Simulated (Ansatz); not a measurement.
# Na (hcp): energy against volume

These are results of DFT, PBEsol, plane waves (420 eV) with PAW, scalar-relativistic (Ansatz), not measurements. The PAW files were generated under PBE, with cores re-solved for the functional.

The cell is scaled uniformly from the relaxed one, with fractional coordinates and shape fixed. Energies are extrapolated to zero smearing, pressures are those at the given smearing. Magnetic state: spin not included.

A Birch-Murnaghan fit gives V₀ = 36.41 Å³/atom, B₀ = 7.8 GPa, B₀′ = 3.7.

What are the energy above the minimum and the pressure at 34.946 Å³/atom?

1.5 meV/atom and 0.36 GPa as computed.

What are the energy above the minimum and the pressure at 37.859 Å³/atom?

1.3 meV/atom and -0.27 GPa as computed.

What are the energy above the minimum and the pressure at 40.771 Å³/atom?

10.7 meV/atom and -0.70 GPa as computed.
